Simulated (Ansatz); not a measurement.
Ni:
```
CELL_PARAMETERS angstrom
      0.00000     2.51254     2.51254
      2.51254     0.00000     2.51254
      2.51254     2.51254     0.00000
ATOMIC_POSITIONS crystal
  Ni 0.00000 0.00000 0.00000
  Ni 0.25000 0.25000 0.25000
```
Starting moments (μB, in the order of the atoms Ni Ni): 0.9 0.9.

Relaxed with r²SCAN. Special points in fractions of this cell's reciprocal vectors: Γ (0.000, 0.000, 0.000); X (0.500, 0.000, 0.500); U (0.625, 0.250, 0.625); K (0.375, 0.375, 0.750); L (0.500, 0.500, 0.500); W (0.500, 0.250, 0.750).

Question: List the band energies nearest the Fermi level at these points for plane-wave PAW r²SCAN (Ansatz code).

Answer: In eV from the Fermi level; about four levels below and three above (degenerate sets whole), none deeper than 8.9 eV; … stands for higher levels left out; points with the same levels are listed once.

| k | below | above |
|---|---|---|
| Γ ↑ | -2.28 -2.28 -2.28 -1.22 -1.22 | … |
| X ↑ | -2.46 -2.46 -1.31 -1.31 | 0.74 0.74 … |
| U ↑ | -2.67 -2.51 -1.24 -1.12 | 0.75 1.19 … |
| L ↑ | -1.89 -1.89 -1.77 -1.43 -1.43 | 0.02 … |
| W ↑ | -2.62 -2.62 -1.13 -1.13 | 1.35 1.35 … |
| Γ ↓ | -2.68 -2.68 -2.68 -0.91 -0.91 -0.91 | 0.00 0.00 … |
| X ↓ | -2.37 -2.37 -1.37 -1.37 | 0.24 0.24 1.45 1.45 |
| U ↓ | -2.37 -1.79 -1.67 -1.39 | 0.28 0.38 1.26 |
| L ↓ | -2.60 -1.87 -0.77 -0.77 | 0.05 0.05 1.19 |
| W ↓ | -1.97 -1.97 -1.69 -1.69 | 0.39 0.39 1.86 1.86 |

Space group Fd-3m (diamond). The start of the workflow was typed in or built on a structure type; neither database checked (COD, Materials Project) lists it. It is not the phase usual at ambient conditions (space group No. 225). The cell was relaxed with r²SCAN under the symmetry of its start; its stability against distortions is not shown here. Magnetic state: ferromagnetic, chosen from 4 collinear starts compared on coarse meshes (ties went to the first, and starts can fall back to one state), not a proven ground state. Other orbital occupations within this spin state were not tried. For itinerant 3d metals, meta-GGAs of the SCAN family and hybrids are commonly reported to give too large moments.

Potentials: the later of the program's two PAW sets.
